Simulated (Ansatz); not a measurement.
KMgF3:
```cif
data_F3KMg
_chemical_formula_sum 'K1 Mg1 F3'
_space_group_name_H-M_alt 'P 1'
_space_group_IT_number 1
_cell_length_a 3.98071
_cell_length_b 3.98071
_cell_length_c 3.98071
_cell_angle_alpha 90.000
_cell_angle_beta 90.000
_cell_angle_gamma 90.000
loop_
_space_group_symop_operation_xyz
  'x, y, z'
loop_
_atom_site_label
_atom_site_type_symbol
_atom_site_fract_x
_atom_site_fract_y
_atom_site_fract_z
_atom_site_occupancy
K1 K 0.50000 0.50000 0.50000 1
Mg1 Mg 0.00000 0.00000 0.00000 1
F1 F 0.50000 0.00000 0.00000 1
F2 F 0.00000 0.50000 0.00000 1
F3 F 0.00000 0.00000 0.50000 1
```

Relaxed with r²SCAN.

Question: Give the optical modes at the zone centre with their infrared and Raman activity from DFPT, r²SCAN in the plane-wave PAW code Ansatz.

Answer: Transverse frequencies, without the LO–TO term; a row sums one degenerate level.

```csv
ω (cm⁻¹),degeneracy,IR ((D/Å)²/amu),Raman (Å⁴/amu),activity,symmetry
159,3,5.11,0,IR,T1u
195,3,0.00,0,silent,T2u
294,3,9.62,0,IR,T1u
475,3,11.68,0,IR,T1u
```

Question: How high does the top mode go among those that the LO–TO term moves?

Answer: 567 cm⁻¹ for q along x.

Space group Pm-3m (cubic perovskite). The cell was relaxed with r²SCAN under the symmetry of its start; phonons on a q-mesh show no instability.

Potentials: the later of the program's two PAW sets.
